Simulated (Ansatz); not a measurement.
ZnSnN2:
Space group R-3m, hexagonal axes (No. 166); a = 3.165 Å, b = 3.165 Å, c = 15.408 Å, α = 90.00°, β = 90.00°, γ = 120.00°

```
atom  site  symmetry       x       y       z
----  ----  --------  ------  ------  ------
Zn      3a       -3m  0.0000  0.0000  0.0000
Sn      3b       -3m  0.0000  0.0000  0.5000
N       6c        3m  0.0000  0.0000  0.2473
```
(The calculation used a cell of 4 atoms; values per cell refer to that cell.)

Relaxed with PBEsol.

### Question
Give the optical modes at the zone centre with their infrared activity from DFPT, plane-wave PAW PBEsol (Ansatz code).

### Answer
Transverse frequencies, without the LO–TO term; a row sums one degenerate level.

| ω (cm⁻¹) | degeneracy | IR ((D/Å)²/amu) | activity | symmetry |
|---|---|---|---|---|
| 65 | 2 | 11.01 | IR | Eu |
| 195 | 1 | 18.15 | IR | A2u |
| 251 | 2 | 0.00 | IR-inactive | Eg |
| 292 | 2 | 86.15 | IR | Eu |
| 385 | 1 | 20.79 | IR | A2u |
| 548 | 1 | 0.00 | IR-inactive | A1g |

The start of the workflow was typed in or built on a structure type; neither database checked (COD, Materials Project) lists it. Its standing as an ambient phase is unchecked. The PBEsol relaxation kept the symmetry of its start. At this level the phase is mechanically unstable. Its formation energy is positive at this level, so the cell may be metastable or incomplete. Scalar-relativistic: spin–orbit coupling is off unless named, which matters more the heavier the elements.

Potentials: the later of the program's two PAW sets.
